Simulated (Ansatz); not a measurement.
Starting cell, HgTe (zinc blende):

```xyz
2
Lattice="0.0000 3.2867 3.2867 3.2867 0.0000 3.2867 3.2867 3.2867 0.0000" Properties=species:S:1:pos:R:3 pbc="T T T"
Te     4.9301     4.9301     4.9301
Hg     0.0000     0.0000     0.0000
```

In each cell atom 1 (Te, nearest neighbour Hg at 2.846 Å; its periodic images, 4.6 Å or more away, move with it) moves by s·(1.000, 0.000, 0.000) (along Cartesian x), the rest being held.

Calculation: r2SCAN (plane waves to 500 eV, PAW, scalar-relativistic; Ansatz, a first-principles code). k mesh 10×10×10 (Γ-centred), Fermi-Dirac smearing 0.05 eV. E stands for the smeared free energy. With partly filled bands, energies and forces of such displacements shift with the k mesh and the smearing. At this level the bands of HgTe touch or barely overlap. HgTe was relaxed with its symmetry unable to fall. Spin-orbit coupling is left out, though Hg and Te are heavy. The PAW data are Ansatz's earlier set. The zero of ΔE is the undisplaced structure. The last digit holds for this mesh only.

```
s (Å)   ΔE (meV/cell)
------  -------------
-0.280          111.0
-0.224           71.5
-0.168           40.4
-0.112           18.0
-0.056       withheld
0.000             0.0
0.056        withheld
0.112            18.0
0.168            40.4
0.224            71.5
0.280           111.0
```

**Question.** Fit an even polynomial form (powers 2, 4) to the given rows and predict ΔE at s = -0.056.

**Answer.** Least squares on the 9 given rows: ΔE = (1440)·s² + (-312.1)·s⁴, in meV/cell with s in Å; root-mean-square residual 0.02 meV/cell. At -0.056 the fit gives 4.5 meV/cell; the calculation gives 4.5 meV/cell, the same to the digits shown. The quadratic term alone would give 4.5 meV/cell.

(For displaced atoms, the force is minus the slope of the energy, and its curvature is a force constant, which sets phonon frequencies.)
